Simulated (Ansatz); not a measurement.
Ag:
```cif
data_Ag4
_chemical_formula_sum 'Ag4'
_space_group_name_H-M_alt 'Fm-3m'
_space_group_IT_number 225
_space_group_name_Hall '-F 4 2 3'
_cell_length_a 4.08384
_cell_length_b 4.08384
_cell_length_c 4.08384
_cell_angle_alpha 90.000
_cell_angle_beta 90.000
_cell_angle_gamma 90.000
loop_
_atom_site_label
_atom_site_type_symbol
_atom_site_symmetry_multiplicity
_atom_site_Wyckoff_symbol
_atom_site_fract_x
_atom_site_fract_y
_atom_site_fract_z
_atom_site_occupancy
Ag1 Ag 4 a 0.00000 0.00000 0.00000 1
```
(The calculation used a cell of 1 atom; values per cell refer to that cell.)

Relaxed with r²SCAN+D4.

Question: Which orbitals make up the states near the Fermi level in plane-wave PAW r²SCAN+D4 (Ansatz code)?

Answer: Within 0.5 eV of the Fermi level: Ag 5s 55 %, Ag 4d 15 %, outside the projected shells 30 %. Projections are on Löwdin-orthogonalised atomic valence shells; empty p or d shells of many metals are not among them.

Question: Tabulate the density of states.

Answer: States/eV per cell of 1 atom, in 0.25 eV bins, energy from the Fermi level.

```
E (eV)  total  Ag 4d  Ag 5s
------  -----  -----  -----
-7.85    0.04   0.00   0.04
-7.60    0.06   0.00   0.06
-7.35    0.09   0.00   0.08
-7.10    0.12   0.01   0.11
-6.85    0.45   0.28   0.16
-6.60    2.00   1.65   0.34
-6.35    3.50   3.04   0.44
-6.10    2.92   2.68   0.22
-5.85    2.11   2.00   0.09
-5.60    2.63   2.53   0.08
-5.35    2.44   2.34   0.09
-5.10    3.73   3.58   0.13
-4.85    3.31   3.17   0.12
-4.60    2.56   2.43   0.10
-4.35    3.05   2.95   0.08
-4.10    3.01   2.93   0.07
-3.85    2.53   2.46   0.06
-3.60    2.96   2.90   0.06
-3.35    3.42   3.35   0.06
-3.10    0.50   0.42   0.07
-2.85    0.20   0.11   0.09
-2.60    0.20   0.09   0.10
-2.35    0.20   0.08   0.11
-2.10    0.20   0.08   0.12
-1.85    0.20   0.07   0.12
-1.60    0.21   0.06   0.13
-1.35    0.21   0.06   0.13
-1.10    0.22   0.05   0.14
-0.85    0.23   0.05   0.14
-0.60    0.24   0.05   0.14
-0.35    0.25   0.04   0.14
-0.10    0.26   0.04   0.14
0.15     0.26   0.04   0.14
0.40     0.25   0.03   0.14
0.65     0.25   0.03   0.13
0.90     0.25   0.03   0.13
1.15     0.25   0.02   0.12
1.40     0.25   0.02   0.11
1.65     0.25   0.02   0.11
1.90     0.25   0.02   0.10
2.15     0.24   0.01   0.09
2.40     0.23   0.01   0.08
2.65     0.22   0.01   0.07
2.90     0.20   0.01   0.06
3.15     0.19   0.01   0.05
3.40     0.17   0.01   0.05
3.65     0.19   0.01   0.07
3.90     0.31   0.02   0.17
4.15     0.33   0.02   0.17
4.40     0.32   0.02   0.16
4.65     0.30   0.01   0.14
```

Symmetry was held in the r²SCAN+D4 relaxation. The run is not spin-polarised. The pairwise dispersion correction was not fitted to metals. Scalar-relativistic: spin–orbit coupling is off unless named, which matters more the heavier the elements.

Potentials: the later of the program's two PAW sets.
